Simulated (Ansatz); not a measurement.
P (space group Cmce)

```
P
1.0
    1.65492    -5.64616     0.00000
    1.65492     5.64616     0.00000
    0.00000     0.00000     4.56347
P
4
Direct
  0.40603   0.59397   0.91350
  0.59397   0.40603   0.08650
  0.09397   0.90603   0.41350
  0.90603   0.09397   0.58650
```

A phonon eigenvector at Γ is frozen into this cell: atom i moves by Q times the vector below, so Q is the largest atomic displacement, in Å. The cell is held.

```json
[
 {"atom": "P1", "x": "0.000", "y": "1.000", "z": "0.000"},
 {"atom": "P2", "x": "0.000", "y": "1.000", "z": "0.000"},
 {"atom": "P3", "x": "0.000", "y": "-1.000", "z": "0.000"},
 {"atom": "P4", "x": "0.000", "y": "-1.000", "z": "0.000"}
]
```

These are PBE (plane waves to 420 eV, PAW, scalar-relativistic; Ansatz, a quantum-chemistry and plane-wave program) values and carry that method's errors. k mesh 10×10×7 (Γ-centred), Fermi-Dirac smearing 0.05 eV. E stands for the smeared free energy. P was relaxed with its symmetry unable to fall. The relaxed volume of P is well above the measured one; the method has no dispersion term. ΔE is measured from the undisplaced structure.

| Q (Å) | ΔE (meV/cell) |
|---|---|
| -0.1000 | withheld |
| -0.0833 | 30.3 |
| -0.0667 | 18.6 |
| -0.0500 | 10.0 |
| -0.0333 | 4.3 |
| -0.0167 | 1.0 |
| 0.0000 | 0.0 |
| 0.0167 | 1.0 |
| 0.0333 | 4.3 |
| 0.0500 | 10.0 |
| 0.0667 | 18.6 |
| 0.0833 | 30.3 |
| 0.1000 | withheld |

### Question
Fit an even polynomial form (powers 2, 4) to the given rows and predict ΔE at Q = -0.1000.

### Answer
Least squares on the 11 given rows: ΔE = (3810)·Q² + (80600)·Q⁴, in meV/cell with Q in Å; root-mean-square residual 0.04 meV/cell. At -0.1000 the fit gives 46.2 meV/cell; the calculation gives 45.4 meV/cell, so the extrapolation is off by 0.8 (+1.8 %). The quadratic term alone would give 38.1 meV/cell.

(For displaced atoms, the force is minus the slope of the energy, and its curvature is a force constant, which sets phonon frequencies.)
